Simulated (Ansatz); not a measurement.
ZrIr$_{3}$:
```yaml
crystal:
  lattice:
    - [3.93336, 0.00000, 0.00000]
    - [0.00000, 3.93336, 0.00000]
    - [0.00000, 0.00000, 3.93336]
  atoms:
    - { symbol: Ir, position: [0.00000, 0.50000, 0.50000] }
    - { symbol: Ir, position: [0.50000, 0.00000, 0.50000] }
    - { symbol: Ir, position: [0.50000, 0.50000, 0.00000] }
    - { symbol: Zr, position: [0.00000, 0.00000, 0.00000] }
```

Relaxed with PBEsol. Special points in fractions of this cell's reciprocal vectors: Γ (0.000, 0.000, 0.000); X (0.000, 0.500, 0.000); M (0.500, 0.500, 0.000); R (0.500, 0.500, 0.500).

### Question
List the band energies nearest the Fermi level at these points for DFT-PBEsol with spin–orbit coupling in the program Ansatz with PAW potentials.

### Answer
In eV from the Fermi level; about four levels below and three above (degenerate sets whole), none deeper than 8.9 eV; points with the same levels are listed once.

| k | below | above |
|---|---|---|
| Γ | -2.65 -2.65 -2.65 -2.65 -1.99 -1.99 | 0.01 0.01 0.01 0.01 |
| X | -1.11 -1.11 -0.94 -0.94 | 0.41 0.41 1.61 1.61 |
| M | -0.71 -0.71 -0.61 -0.61 | 2.39 2.39 2.52 2.52 |
| R | -1.67 -1.67 -1.67 -1.67 -0.43 -0.43 | 0.72 0.72 0.72 0.72 |

Space group Pm-3m (Cu3Au type). The workflow started from an entry of the Crystallography Open Database (COD). Its standing as an ambient phase is unchecked. The PBEsol relaxation kept the symmetry of its start; whether a distortion lowers the energy is not shown. The run is not spin-polarised.

Potentials: the later of the program's two PAW sets.
